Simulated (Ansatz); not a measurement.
One relaxed cell of Li$_{3}$LaBi$_{2}$ at several levels

A database entry relaxed whole under r2SCAN at zero pressure (P-3m1, No. 164):

```xyz
6
Lattice="4.7324 0.0000 0.0000 -2.3662 4.0983 0.0000 0.0000 0.0000 7.6046" Properties=species:S:1:pos:R:3 pbc="T T T"
Li    0.0000    2.7322    4.8793
Li    2.3662    1.3661    2.7253
Li    0.0000    0.0000    3.8023
La    0.0000    0.0000    0.0000
Bi    0.0000    2.7322    1.9498
Bi    2.3662    1.3661    5.6548
```

Its volume is 24.58 Å³ an atom, +2.2 % against the entry's 24.06, a measured cell (2015, 200 K).

Single points on this cell with plane-wave PAW DFT (Ansatz 0.2.0; r2SCAN 500 eV, hybrids 420 eV; fermi-dirac occupations of width 0.020 eV; no moments): r2SCAN on a 6×6×4 Γ-centred mesh; r2SCAN with spin-orbit coupling on a 6×6×4 Γ-centred mesh; HSE06 on a 6×6×2 Γ-centred mesh; PBE0 on a 6×6×2 Γ-centred mesh.

**Question.** What does each level give for gap and charges?

**Answer.** The runs give:

```csv
level,"gap (eV), or kind",pressure (GPa),Bader charge of Li (e),Bader charge of La (e),Bader charge of Bi (e)
r2SCAN,0.41,0.0,+0.86,+1.56,-2.07
r2SCAN with spin-orbit coupling,metal,-0.1,+0.86,+1.55,-2.07
HSE06,0.35,-0.5,+0.85,+1.58,-2.06
PBE0,0.90,-0.5,+0.85,+1.59,-2.07
```

Under r2SCAN the gap is 0.41 eV, over mesh and band path. HSE06 moves it by -0.06 eV and PBE0 by +0.49 eV; PBE0 keeps its exact exchange at long range, which widens the gap over HSE06's by 0.56 eV on their common mesh. Spin-orbit coupling cuts the r2SCAN gap to about 0.00 eV, a change that the hybrid values lack.

Caveats: the relaxation kept the start's symmetry; HSE06 is read on its mesh and at the zone's corners, PBE0 on its mesh alone; hybrid pressures are good to a few tenths of a GPa; pressure is positive in compression.
